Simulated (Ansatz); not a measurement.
**GdSi3 in the AuCu3-type structure**

Method: PBE, scalar-relativistic; collinear spin; PAW, 420 eV, 8×8×8 k-mesh, Gaussian smearing of 0.05 eV; code Ansatz. The datasets are Ansatz's generated set soft_2.

```yaml
crystal:
  lattice:
    - [4.14279, 0.00000, 0.00000]
    - [0.00000, 4.14279, 0.00000]
    - [0.00000, 0.00000, 4.14279]
  atoms:
    - { symbol: Gd, position: [0.00000, 0.00000, 0.00000] }
    - { symbol: Si, position: [0.00000, 0.50000, 0.50000] }
    - { symbol: Si, position: [0.50000, 0.50000, 0.00000] }
    - { symbol: Si, position: [0.50000, 0.00000, 0.50000] }
```

The start was a prototype's sites filled with these elements, not a measured cell.

The geometry is fixed. Moments are started on Gd in several ways. q is the propagation vector of an order in a doubled cell, in units of this cell's reciprocal vectors; doubled cells take an equivalent mesh or are counted from a ferromagnetic run in the same cell, unless said otherwise. Energies count from the first row, the state in which the cell was relaxed.

The starts:
- ferromagnetic
- no spin polarisation
- antiparallel, q = (0, 0, 1/2)
- antiparallel, q = (0, 1/2, 1/2)
- antiparallel, q = (1/2, 1/2, 1/2)

(1) Which start ends lowest?

Answer:

(1) Lowest: antiparallel, q = (0, 0, 1/2).

```
                            start  largest typed moment (μB)  ΔE (meV/atom)  gap on the mesh (eV)  P (GPa)  final spin moments (μB)
                    ferromagnetic                       7.49            0.0                 metal      0.0                  Gd 6.80
             no spin polarisation                       0.00         1675.9                 metal     -7.0                     none
    antiparallel, q = (0, 0, 1/2)                       7.00           -2.8                 metal     -0.2           Gd 6.85, -6.85
  antiparallel, q = (0, 1/2, 1/2)                       7.00            0.6                 metal      0.0           Gd 6.84, -6.84
antiparallel, q = (1/2, 1/2, 1/2)                       7.00            1.7                 metal      0.0           Gd 6.83, -6.83
```

The next distinct energy lies only 2.8 meV/atom above the lowest at one geometry; relaxing each state, or a finer mesh, could change the order.

The program noted a lower state or an instability beside: antiparallel, q = (0, 1/2, 1/2). The lower rows of the table may be what it saw.

The row without spin polarisation prices the pairing of the open shell's electrons, not a magnetic ordering energy.

Only orders that fit these small cells were tried, so the real crystal's order may be another.

Without a U the 4f levels of Gd lie too near the Fermi level, so their share of the states there, and what hangs on it, is overstated. Scalar-relativistic only: spin–orbit splittings of the heavy atoms' levels are missing. Site moments are of spin, integrated over atomic spheres.

The state of the open shells isn't shown to be the lowest.
